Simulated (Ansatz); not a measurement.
Input and command of a plane-wave DFT calculation in Ansatz:

```yaml
crystal:
  lattice:
    - [0.0, 2.259, 2.225115]
    - [2.259, 0.0, 2.225115]
    - [2.259, 2.259, 0.0]
  atoms:
    - { symbol: Hf, position: [0.0, 0.0, 0.0] }
    - { symbol: "N", position: [0.5, 0.5, 0.5] }
basis:
  ecutwfc: 500
kpoints:
  mp_grid: { grid: [18, 18, 18] }
hamiltonian:
  xc: r2scan
scf:
  occupations: { method: gaussian, width: 0.15 }
output:
  forces: true
  stress: true
  eigenvalues: true
  write_density: true
  write_potential: true
  elf: true
  volumetric_format: npy
```

```bash
ansatz run input.yaml --threads 1 --pin off --max-ram 2560MiB --backend cpu --events-out ev --progress --plain --runs-dir out
```

Processor: Intel(R) Xeon(R) Processor @ 2.50GHz (Skylake/Cascade Lake), 1 thread, on a host shared with other jobs.

Question: Estimate time, memory and problem size.

Answer: About 66 s on 1 thread of Intel(R) Xeon(R) Processor @ 2.50GHz (Skylake/Cascade Lake), on a shared host, peak memory 0.57 GiB. It solves 20 bands at 480 k points (the mesh reduced by symmetry) with about 553 plane waves, in 7 SCF iterations.
